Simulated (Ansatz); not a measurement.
SrO (rock salt) is sheared across one {100} plane: the third cell vector gains the shift, so faults repeat every 7.8 Å. The cut lies between planes 2.60 Å apart; the cell height is held.

```
CELL_PARAMETERS angstrom
      3.67342     0.00000     0.00000
      0.00000     3.67342     0.00000
      1.83671     1.83671     7.79250
ATOMIC_POSITIONS crystal
  O  0.00000 0.00000 0.83333
  O  0.33333 0.33333 0.16667
  O  0.66667 0.66667 0.50000
  Sr 0.83333 0.83333 0.16667
  Sr 0.16667 0.16667 0.50000
  Sr 0.50000 0.50000 0.83333
```

In-plane vectors a = (3.673, 0.000) Å, b = (0.000, 3.673) Å, area 13.49 Å². The shift is s times the vector a (length 3.673 Å), so s = 1 restores the start. The shift is rigid: no atom relaxes. γ = [E(shift) − E(0)] / area.

Level of theory: PBE (plane waves to 420 eV, PAW, scalar-relativistic; Ansatz, a quantum-chemistry and plane-wave program). k mesh 8×8×8 (Γ-centred), Fermi-Dirac smearing 0.05 eV. Energies are extrapolated to zero smearing. Faults lie only 7.8 Å apart, and holding the cell height and the atoms raises γ above its relaxed value. SrO was relaxed with its symmetry unable to fall. The zero of γ is zero shift.

```json
[
 {"s": "0.000", "γ (mJ/m²)": "0"},
 {"s": "0.083", "γ (mJ/m²)": "92"},
 {"s": "0.167", "γ (mJ/m²)": "346"},
 {"s": "0.250", "γ (mJ/m²)": "697"},
 {"s": "0.333", "γ (mJ/m²)": "1050"},
 {"s": "0.417", "γ (mJ/m²)": "1308"},
 {"s": "0.500", "γ (mJ/m²)": "1402"},
 {"s": "0.583", "γ (mJ/m²)": "1308"},
 {"s": "0.667", "γ (mJ/m²)": "1050"},
 {"s": "0.750", "γ (mJ/m²)": "697"},
 {"s": "0.833", "γ (mJ/m²)": "346"},
 {"s": "0.917", "γ (mJ/m²)": "92"}
]
```

Task: Does γ have a local minimum between the ends of the line, and at which s?

Result: No computed point is one.

Task: By a periodic cubic spline through the points, what shear stress does the steepest rise of γ from s = 0 correspond to?

Result: 12 GPa. A slope of 1 mJ/m² per Å is 0.01 GPa.

(The slope of γ gives the shear force per area between the displaced halves; near zero shift its curvature is an elastic stiffness.)
